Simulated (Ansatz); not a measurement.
WSi2 (MoSi2 type, space group I4/mmm)

```xyz
3
Lattice="-1.6146 1.6146 3.9336 1.6146 -1.6146 3.9336 1.6146 1.6146 -3.9336" Properties=species:S:1:pos:R:3 pbc="T T T"
W      0.0000     0.0000     0.0000
Si     0.0000     0.0000     2.6322
Si     0.0000     0.0000     5.2350
```

Scan: atom 1 (W, nearest neighbour Si at 2.628 Å; its periodic images, 3.2 Å or more away, move with it) is displaced along Cartesian z, direction (0.000, 0.000, 1.000) in Cartesian axes, by s. The other atoms stay.

The numbers are results of PBE (plane waves to 420 eV, PAW, scalar-relativistic; Ansatz, an electronic-structure program), not measurements. k mesh 16×16×16 (Γ-centred), Fermi-Dirac smearing 0.05 eV. E stands for the smeared free energy. Stress and pressure are positive under compression. Left out: 4 of 11 points, with atoms too close for the PAW data. With partly filled bands, energies and forces of such displacements shift with the k mesh and the smearing. F∥ is the force on the atom along that direction. Spin-orbit coupling is left out, though W is heavy. WSi2 is run without spin polarisation. WSi2 was relaxed with its symmetry unable to fall. The zero of ΔE is the undisplaced structure.

```json
[
 {"s (Å)": "-0.474", "ΔE (meV/cell)": "1797", "F∥ (eV/Å)": "___", "P (GPa)": "22.9"},
 {"s (Å)": "-0.316", "ΔE (meV/cell)": "___", "F∥ (eV/Å)": "4.961", "P (GPa)": "10.0"},
 {"s (Å)": "-0.158", "ΔE (meV/cell)": "___", "F∥ (eV/Å)": "2.266", "P (GPa)": "2.5"},
 {"s (Å)": "0.000", "ΔE (meV/cell)": "0", "F∥ (eV/Å)": "0.000", "P (GPa)": "0.0"},
 {"s (Å)": "0.158", "ΔE (meV/cell)": "___", "F∥ (eV/Å)": "-2.266", "P (GPa)": "2.5"},
 {"s (Å)": "0.316", "ΔE (meV/cell)": "___", "F∥ (eV/Å)": "-4.961", "P (GPa)": "10.0"},
 {"s (Å)": "0.474", "ΔE (meV/cell)": "1797", "F∥ (eV/Å)": "___", "P (GPa)": "22.9"}
]
```

Q: Fill in the missing entries.

A: 
- -0.474, F∥ (eV/Å): 8.671
- -0.316, ΔE (meV/cell): 738
- -0.158, ΔE (meV/cell): 176
- 0.158, ΔE (meV/cell): 176
- 0.316, ΔE (meV/cell): 738
- 0.474, F∥ (eV/Å): -8.671

(For displaced atoms, the force is minus the slope of the energy, and its curvature is a force constant, which sets phonon frequencies.)
